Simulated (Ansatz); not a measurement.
SiSTe, SnSTe, PbSTe: one prototype (Janus 2H monolayer), with Si, Sn, Pb on the same site. Each was relaxed with r2SCAN in the PAW code Ansatz, and the gaps are read on those cells (d direct, i indirect). Computed values alone, no measurements; non-magnetic cells, some hypothetical.

(1) Order them by the r2SCAN gap, smallest first (an overlap counts as negative).
A. SnSTe
B. PbSTe
C. SiSTe

(2) And by the lattice length a, shortest first.
A. PbSTe
B. SiSTe
C. SnSTe

Results:

(1) C (-3.80 eV), B (-2.40 eV), A (-1.95 eV).

(2) B (3.333 Å), C (3.657 Å), A (3.698 Å).

No spin-orbit coupling is included; it can move band edges with weight on the heavy atoms by tenths of an eV.

Overlapping bands make a metal at that level, for which these meshes are coarse; small forces, stresses and energy differences are uncertain.

For some runs the program warns that the potential is rough where the density is thin, which bears on empty states near the vacuum.
